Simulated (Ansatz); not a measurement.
FeB2:
```yaml
crystal:
  lattice:
    - [2.97954, 0.00000, 0.00000]
    - [-1.48977, 2.58036, 0.00000]
    - [0.00000, 0.00000, 3.16692]
  atoms:
    - { symbol: B, position: [0.33333, 0.66667, 0.50000], spin: 0.1 }
    - { symbol: B, position: [0.66667, 0.33333, 0.50000], spin: 0.1 }
    - { symbol: Fe, position: [0.00000, 0.00000, 0.00000], spin: 3.0 }
```

This is the r²SCAN-relaxed structure. Cartesian axes are those of the cell as given.

**Question.** All from r²SCAN in the plane-wave PAW code Ansatz, unless another level is named. Estimate the bulk modulus (Birch–Murnaghan fit).

**Answer.** 195 GPa.

**Question.** Predict the elastic constants (relaxed ions, GPa).

**Answer.** C11 = 550, C12 = 125, C13 = 82.5, C33 = 295, C44 = 63.6.

Space group P6/mmm. The workflow started from an entry of the Crystallography Open Database (COD). Whether it is the stable phase at ambient conditions was not checked. The cell was relaxed with r²SCAN under the symmetry of its start; its stability against distortions is not shown here. Spin order of the final state: ferromagnetic, chosen from 5 collinear starts compared on coarse meshes (ties went to the first, and starts can fall back to one state), not a proven ground state. Other orbital occupations within this spin state were not tried. As this level gives no gap, shear constants depend on the k-mesh and smearing (Fermi–Dirac, 0.1 eV here).

Potentials: the later of the program's two PAW sets.
